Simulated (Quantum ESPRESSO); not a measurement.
pw.x input (Quantum ESPRESSO 7.5; PBEsol, PseudoDojo standard norm-conserving files, scalar-relativistic):

```
&CONTROL
  calculation = 'scf'
  pseudo_dir = './pseudo'
  outdir = './out'
  tprnfor = .true.
  tstress = .true.
/
&SYSTEM
  ibrav = 0
  nat = 10
  ntyp = 4
  ecutwfc = 84.0
  ecutrho = 336.0
  occupations = 'smearing'
  smearing = 'fd'
  degauss = 0.002
  nbnd = 48
/
&ELECTRONS
  conv_thr = 1e-09
/
ATOMIC_SPECIES
F 18.9984 F.upf
Sc 44.9559 Sc.upf
Rb 85.4678 Rb.upf
Cs 132.9055 Cs.upf
CELL_PARAMETERS angstrom
  0.000000000000   4.759525000000   4.759525000000
  4.759525000000   0.000000000000   4.759525000000
  4.759525000000   4.759525000000   0.000000000000
ATOMIC_POSITIONS crystal
F   0.785180000000   0.214820000000   0.214820000000
F   0.214820000000   0.785180000000   0.785180000000
F   0.214820000000   0.785180000000   0.214820000000
F   0.785180000000   0.214820000000   0.785180000000
F   0.214820000000   0.214820000000   0.785180000000
F   0.785180000000   0.785180000000   0.214820000000
Sc   0.000000000000   0.000000000000   0.000000000000
Rb   0.500000000000   0.500000000000   0.500000000000
Cs   0.750000000000   0.750000000000   0.750000000000
Cs   0.250000000000   0.250000000000   0.250000000000
K_POINTS automatic
6 6 6 0 0 0
```

End of the output:

```
     total energy              =    -540.33830420 Ry
     estimated scf accuracy    <       0.00000167 Ry
     total energy              =    -540.33830460 Ry
     estimated scf accuracy    <       0.00000002 Ry
     total energy              =    -540.33830464 Ry
     estimated scf accuracy    <       0.00000002 Ry
[...]
     the Fermi energy is     4.1934 ev
!    total energy              =    -540.33830464 Ry
     estimated scf accuracy    <          1.7E-10 Ry
     smearing contrib. (-TS)   =       0.00000000 Ry
     internal energy E=F+TS    =    -540.33830464 Ry
     The total energy is F=E-TS. E is the sum of the following terms:
     one-electron contribution =    -280.80845989 Ry
     hartree contribution      =     178.99737254 Ry
     xc contribution           =    -122.74609857 Ry
     ewald contribution        =    -315.78111873 Ry
     convergence has been achieved in  10 iterations
     Forces acting on atoms (cartesian axes, Ry/au):
     atom    1 type  1   force =    -0.01098913    0.00000000    0.00000000
     atom    2 type  1   force =     0.01098913   -0.00000000    0.00000000
     atom    3 type  1   force =     0.00000000   -0.01098913    0.00000000
     atom    4 type  1   force =     0.00000000    0.01098913    0.00000000
     atom    5 type  1   force =     0.00000000    0.00000000   -0.01098913
     atom    6 type  1   force =     0.00000000    0.00000000    0.01098913
     atom    7 type  2   force =     0.00000000   -0.00000000    0.00000000
     atom    8 type  3   force =     0.00000000    0.00000000    0.00000000
     atom    9 type  4   force =     0.00000000   -0.00000000   -0.00000000
     atom   10 type  4   force =     0.00000000    0.00000000   -0.00000000
     Total force =     0.026918     Total SCF correction =     0.000036
     Computing stress (Cartesian axis) and pressure
          total   stress  (Ry/bohr**3)                   (kbar)     P=      -23.89
  -0.00016242  -0.00000000  -0.00000000          -23.89       -0.00       -0.00
  -0.00000000  -0.00016242  -0.00000000           -0.00      -23.89       -0.00
   0.00000000  -0.00000000  -0.00016242            0.00       -0.00      -23.89
```
In a gapped system the printed Fermi energy is only some level inside the gap.

Geometry of the Materials Project entry, not relaxed at this level.
